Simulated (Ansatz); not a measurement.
Stackings of close-packed layers of BiPd (capitals for Bi, lower case for the other element), each relaxed to a stress under 0.05 GPa; energies count from the stacking AcBaCb (R-3m).

Method: DFT PBEsol, scalar-relativistic, plane waves, PAW in Ansatz.

Cutoff 420 eV; k points 12×12×6 on the computed 4-atom cell (Γ-centred); Gaussian smearing, width 0.10 eV; no spin polarisation.

Start (AbAc):

```yaml
crystal:
  lattice:
    - [3.89672, 0.00000, 0.00000]
    - [-1.94836, 3.37466, 0.00000]
    - [0.00000, 0.00000, 6.78563]
  atoms:
    - { symbol: Bi, position: [0.00000, 0.00000, 0.00000] }
    - { symbol: Pd, position: [0.33333, 0.66667, 0.25000] }
    - { symbol: Bi, position: [0.00000, 0.00000, 0.50000] }
    - { symbol: Pd, position: [0.66667, 0.33333, 0.75000] }
```

What does the relaxation give?

The free energy falls by 63 meV/atom. It ends far from its start (an atom moved by over half a bond, or the period changed much).

| Item | Value |
| --- | --- |
| spacing of like layers (Å) | 4.121 |
| a (Å) | 3.465 |
| gap on the mesh (eV) | 0 |

Relaxed structure:
```
CELL_PARAMETERS angstrom
3.46508 0.00000 0.00000
-1.73254 3.00084 0.00000
0.00000 0.00000 8.24217
ATOMIC_POSITIONS crystal
Bi 0.00000 0.00000 0.00000
Pd 0.33333 0.66667 0.25000
Bi 0.00000 0.00000 0.50000
Pd 0.66667 0.33333 0.75000
```

Spin-orbit coupling is left out, which matters for the bands of heavy elements.

Small energy differences in metals hang on the k mesh (about 10 mJ/m² or 1 to 2 meV/atom on the mesh of the relaxation).

Time: 2.7 min on 1 thread of Intel(R) Xeon(R) Platinum 8488C (Sapphire Rapids), on a shared host, peak memory 0.54 GiB.